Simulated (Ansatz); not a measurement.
## How well defined is a computed U? HfN by linear response

```xyz
2
Lattice="0.0000 2.2590 2.2590 2.2590 0.0000 2.2590 2.2590 2.2590 0.0000" Properties=species:S:1:pos:R:3 pbc="T T T"
Hf    2.2590    2.2590    2.2590
N     0.0000    0.0000    0.0000
```

Ansatz 0.2.0, plane waves and PAW, scalar-relativistic (no spin–orbit coupling), 10×10×10 k-mesh, space group Fm-3m; spin: none. U acts on the Hf 5d shell and is computed by perturbation theory on the q mesh given, once or until it repeats.

Question: What U results, and how much does the protocol matter?

Answer: 
```json
{"functional": "PBE", "mode": "one shot", "start": "U = 0", "q mesh": "2×2×2", "projectors": "all electron orthogonalised atomic", "cutoff (eV)": "420", "U (eV)": "Hf 5d: 2.42", "occupation in the last response cycle": "2.91", "gap with U": "zero (metallic on this mesh)"}
{"functional": "PBE", "mode": "self-consistent", "start": "U = 0", "q mesh": "2×2×2", "projectors": "all electron orthogonalised atomic", "cutoff (eV)": "420", "U (eV)": "Hf 5d: 2.40", "occupation in the last response cycle": "2.84", "gap with U": "zero (metallic on this mesh)"}
{"functional": "LDA", "mode": "one shot", "start": "U = 0", "q mesh": "2×2×2", "projectors": "all electron orthogonalised atomic", "cutoff (eV)": "420", "U (eV)": "Hf 5d: 2.47", "occupation in the last response cycle": "2.94", "gap with U": "zero (metallic on this mesh)"}
{"functional": "PBE", "mode": "one shot", "start": "U = 0", "q mesh": "2×2×2", "projectors": "orthogonalised atomic", "cutoff (eV)": "420", "U (eV)": "Hf 5d: 2.42", "occupation in the last response cycle": "2.92", "gap with U": "zero (metallic on this mesh)"}
```

U is the difference of the inverse responses of the shell's occupation to a shift of its level, χ0⁻¹ − χ⁻¹. For the run that gives 2.40 eV: 1/(-0.5501) − 1/(-0.2383) = -1.82 + 4.20 = 2.38 eV (rounding, and the run's inverting the responses of all sites together, shift the last digit). χ0 is the response at fixed potentials; the self-consistent χ is smaller in size, because the electrons' repulsion opposes the change. With all else alike, changing the projectors from all electron orthogonalised atomic to orthogonalised atomic leaves U the same to 0.01 eV; changing the functional from PBE to LDA moves U by +0.05 eV; changing the mode from one shot to self-consistent moves U by -0.02 eV. Of 5 runs of this kind 1 is left out: 1 is in doubt (a U out of range, a response too weak to invert, a state that may not be the lowest or a known fault).

Caveats: filled bands differ between k-points; the q mesh wasn't varied.
